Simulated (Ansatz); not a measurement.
Hf2O3:
```
CELL_PARAMETERS angstrom
      3.53068     0.00000     0.00000
      0.00000     3.53068     0.00000
      0.00000     0.00000     4.99620
ATOMIC_POSITIONS crystal
  Hf 0.50000 0.00000 0.74989
  Hf 0.00000 0.50000 0.25011
  O  0.00000 0.00000 0.00000
  O  0.50000 0.50000 0.00000
  O  0.00000 0.00000 0.50000
```

Relaxed with PBEsol. Special points in fractions of this cell's reciprocal vectors: Γ (0.000, 0.000, 0.000); X (0.000, 0.500, 0.000); M (0.500, 0.500, 0.000); Z (0.000, 0.000, 0.500); R (0.000, 0.500, 0.500); A (0.500, 0.500, 0.500).

Q: List the band energies nearest the Fermi level at these points for the program Ansatz at the PBEsol level (PAW).

A: In eV from the Fermi level; about four levels below and three above (degenerate sets whole), none deeper than 8.9 eV; points with the same levels are listed once.

```csv
k,below,above
Γ,-4.17 -4.17 -3.45 -2.33,0.60 1.22 1.23
X,-5.98 -5.17 -4.07 -0.40,0.60 1.20 1.61
M,-4.77 -3.87 -3.87 -1.54,0.53 0.53 2.92 2.92
Z,-3.79 -3.79 -0.47 -0.22,1.90 2.04 2.07
R,-6.16 -5.47 -5.22 -4.98,0.04 1.52 1.60
A,-5.65 -3.95 -3.95 -1.59,0.99 0.99 2.48 2.48
```

Space group P-4m2. The start of the workflow was typed in or built on a structure type; neither database checked (COD, Materials Project) lists it. Its standing as an ambient phase is unchecked. The PBEsol relaxation kept the symmetry of its start; its stability against distortions is not shown here. The run is not spin-polarised. Scalar-relativistic: spin–orbit coupling is off unless named, which matters more the heavier the elements.

Potentials: the later of the program's two PAW sets.
